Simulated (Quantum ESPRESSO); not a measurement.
```
CELL_PARAMETERS angstrom
      3.48113    -2.00573    -0.00979
      3.48113     2.00573    -0.00979
     -2.30518     0.00000     4.63540
ATOMIC_POSITIONS crystal
  Mg 0.50000 0.50000 0.50000
  S  0.92343 0.92343 0.77154
  S  0.07657 0.07657 0.22846
```

The PBEsol cell relaxed from Materials Project entry mp-1185959 was given an isotropic strain of +2 % on all lattice vectors, and the atoms were relaxed again.

**Question.** What does norm-conserving PBEsol (Quantum ESPRESSO, 84 Ry, no spin-orbit coupling) give for the electronic structure near the Fermi level?

**Answer.** The PBEsol gap is indirect, 0.74 eV, from 38 % of the way from Γ to Y to Z; the smallest direct gap is 0.83 eV. Another conduction extremum on the path lies within 0.02 eV, too close to call. 

The structure is a Materials Project entry; no match was found in the copy of COD used, and its stability was not checked.
